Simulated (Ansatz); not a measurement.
Li (bcc (W type), space group No. 229) under volume change, the program Ansatz at the LDA level (PAW), scaled uniformly.

| V (Å³/atom) | E − E(relaxed) (meV/atom) | P (GPa) |
|---|---|---|
| 17.303 | 8.3 | 1.66 |
| 17.874 | [?] | [?] |
| 18.444 | 0.8 | 0.48 |
| 19.014 | 0.0 | 0.00 |
| 19.585 | 0.8 | -0.42 |
| 20.155 | [?] | [?] |
| 20.726 | 6.4 | -1.12 |

### Question
Fill in the missing entries.

### Answer

- 17.874, E − E(relaxed) (meV/atom): 3.5
- 17.874, P (GPa): 1.03
- 20.155, E − E(relaxed) (meV/atom): 3.0
- 20.155, P (GPa): -0.79

### Question
What does a third-order Birch–Murnaghan fit give for V₀, B₀ and B′?

### Answer
V₀ = 19.01 Å³/atom, B₀ = 15.1 GPa, B′ = 3.4.

Space group Im-3m (bcc (W type)). Symmetry was held in the LDA relaxation.

Potentials: the earlier of the program's two PAW sets. The files were generated under PBE; for other functionals the program regenerates the frozen cores, and for LDA and PBEsol the local potential too.
